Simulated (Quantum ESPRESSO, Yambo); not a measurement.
## Quasiparticle gap of CsLiMoO$_{4}$

Space group F-43m (No. 216); a = 8.3921 Å, b = 8.3921 Å, c = 8.3921 Å, α = 90.00°, β = 90.00°, γ = 90.00°

```tsv
atom	site	symmetry	x	y	z
Li	4b	-43m	0.5000	0.5000	0.5000
O	16e	.3m	0.3712	0.3712	0.3712
Mo	4c	-43m	0.2500	0.2500	0.2500
Cs	4d	-43m	0.7500	0.7500	0.7500
```
(The calculation used a cell of 7 atoms; values per cell refer to that cell.)

The geometry is that of Materials Project entry mp-551629, symmetrised and not relaxed again.

Starting point: LDA (pw.x of Quantum ESPRESSO, ONCV potentials, no spin-orbit coupling). G0W0 in Yambo: 2×2×2 Γ-centred k mesh, bands 3 to 212 and a 7 Ry block in the screening, 212 bands in G with the Bruneval-Gonze terminator, plasmon pole fitted at 27.2 eV.

```
Item                                                                              Value
------------------------------------------------------------------------------  -------
LDA gap along the band path                                                     4.43 eV
LDA gap between the mesh's edge points (L → X)                                  4.43 eV
G0W0 gap between the same points                                                7.42 eV
LDA smallest direct gap on the mesh (at Γ)                                      4.49 eV
G0W0 direct gap at that point                                                   6.51 eV
smallest G0W0 gap among all computed states (the edges move to other k points)  6.50 eV
```

| k point | band | E LDA (eV) | E QP (eV) | shift (eV) | Z |
|---|---|---|---|---|---|
| Γ | VB | -0.01 | -1.06 | -1.06 | 0.78 |
| Γ | CB | 4.49 | 5.44 | 0.96 | 0.88 |
| L | VB | 0.00 | -1.06 | -1.06 | 0.78 |
| L | CB | 4.81 | 6.87 | 2.06 | 0.81 |
| X | VB | -0.36 | -1.47 | -1.11 | 0.78 |
| X | CB | 4.43 | 6.36 | 1.93 | 0.82 |

Energies count from the LDA valence-band maximum.

Nearest settings tried, and what they do to the gap: 135 bands in W, 135 bands in G: +45 meV; 6 Ry block (283 vectors against 339): +3 meV. Not varied: mesh. So the settings aren't converged at that level. The k mesh is coarse.

Spin-orbit splittings are left out.

The structure is a Materials Project entry; no match was found in the copy of COD used, and its stability was not checked.
